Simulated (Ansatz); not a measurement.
VH$_{2}$:
```
CELL_PARAMETERS angstrom
      0.00000     2.09368     2.09368
      2.09368     0.00000     2.09368
      2.09368     2.09368     0.00000
ATOMIC_POSITIONS crystal
  V  0.00000 0.00000 0.00000
  H  0.25000 0.25000 0.25000
  H  0.75000 0.75000 0.75000
```

Relaxed with r²SCAN.

Task: Map the valence electron density (e/Å³), cut off at 2 on the plane through (0.000, 0.000, 0.000) spanned by u = [1, 0, 0] and v = [-1, 1, 1] in lattice vectors, from r²SCAN in the plane-wave PAW code Ansatz.

Result: x is the fraction of u, y of v (the angle between them is 90°; rows are the nearest grid lines); atoms in the plane: V at (0.00, 0.00), H at (0.50, 0.25), H at (0.50, 0.75).
```
|99997210001279999|
|99996210001269999|
|99993111111139999|
|99942122222124999|
|54211134643111245|
|11111237973211111|
|00001136863110000|
|00000123432100000|
|00000011211000000|
|00000001110000000|
|00000000000000000|
|00000000000000000|
|00000001110000000|
|00000011211000000|
|00000123432100000|
|00001136863110000|
|11111237973211111|
|54211134643111245|
|99942122222124999|
|99993111111139999|
|99996210001269999|
|99997210001279999|
```
Scale: ten equal steps from 0.107 (start of '0') to 2.00 (end of '9'), in the order '0123456789'; x runs from 0.000 to 1.00, y from 0.000 (bottom) to 1.00 (top).

The density is the valence pseudo-density with augmentation charge, so density and ELF within about 1 Å of a nucleus are not all-electron values.

Space group Fm-3m (fluorite). The workflow started from an entry of the Crystallography Open Database (COD). Whether it is the stable phase at ambient conditions was not checked. The r²SCAN relaxation kept the symmetry of its start; whether a distortion lowers the energy is not shown. The workflow began spin-polarised and lost its moments. The cell computed holds one magnetic atom, so no antiferromagnetic order was within reach.

Potentials: the later of the program's two PAW sets.
